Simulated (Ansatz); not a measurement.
## What DFT gives for BaTiO3

```yaml
crystal:
  lattice:
    - [3.98571, 0.00000, 0.00000]
    - [0.00000, 3.98571, 0.00000]
    - [0.00000, 0.00000, 4.00903]
  atoms:
    - { symbol: Ba, position: [0.00000, 0.00000, 0.00000] }
    - { symbol: Ti, position: [0.50000, 0.50000, 0.50210] }
    - { symbol: O, position: [0.50000, 0.50000, 0.98470] }
    - { symbol: O, position: [0.50000, 0.00000, 0.51300] }
    - { symbol: O, position: [0.00000, 0.50000, 0.51300] }
```

Level: r2SCAN, no spin polarisation; 500 eV; 7×7×6 Γ-centred mesh; fermi-dirac occupations (width 0.1 eV); Ansatz 0.2.0, fixed geometry.

Q: Where is the largest force?

A: The largest is on O3: 0.75 eV/Å, components (0.00, 0.00, 0.75). It makes 180° with the line to a nearest neighbour, Ti2 at 1.93 Å, pointing away from it.

Q: Is there a gap, and of what kind?

A: The gap is 2.18 eV, indirect (the least direct gap found is 2.30 eV). A semilocal functional usually gives too small a gap.

Q: Which orbitals make up the band edges?

A: Within 0.7 eV of the edges, the states project mainly on O p (95 %) below the gap and on Ti d (91 %) above it.

Q: What does the stress say?

A: The pressure is 0.5 GPa (compression positive), so with the atoms held at these fractions the cell would first expand.

Q: What is the formation energy?

A: -3.39 eV an atom against the elements' usual phases (free molecules for gases, crystals otherwise, with no correction for O₂ or N₂), so it is bound against them; other compounds may still compete. Relaxing would lower it.

Origin: a database entry at a rescaled volume.
